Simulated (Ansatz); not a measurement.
Sheets of one type (buckled honeycomb), plane-wave PAW r²SCAN+D4 (Ansatz code); HSE06 gaps on those cells.

```csv
layer,a (Å),thickness (Å)
Ru,3.521,1.05
Co,2.419,1.92
Pd,2.665,2.33
Mo,3.085,1.61
Cu,2.452,2.08
Pt,?,?
```

What belongs in the gaps?


- Pt, a (Å): 4.039
- Pt, thickness (Å): 0.69

Spin orders computed, not proven ground states: Ru, buckled honeycomb layer ferromagnetic; Co, buckled honeycomb layer ferromagnetic; Pd, buckled honeycomb layer ferromagnetic; Pt, buckled honeycomb layer ferromagnetic. Began spin-polarised and lost the moments: Mo, buckled honeycomb layer. All cells were relaxed under the symmetry of their starts (and spin orders); stability against distortions was not tested throughout. Rows with no word on spin ran without spin polarisation. Scalar-relativistic: spin–orbit coupling is off unless named, which matters more the heavier the elements. Constructed layers (a layer type filled with these elements): Ru, buckled honeycomb layer; Co, buckled honeycomb layer; Pd, buckled honeycomb layer; Mo, buckled honeycomb layer; Cu, buckled honeycomb layer; Pt, buckled honeycomb layer.

Potentials: the later of the program's two PAW sets.
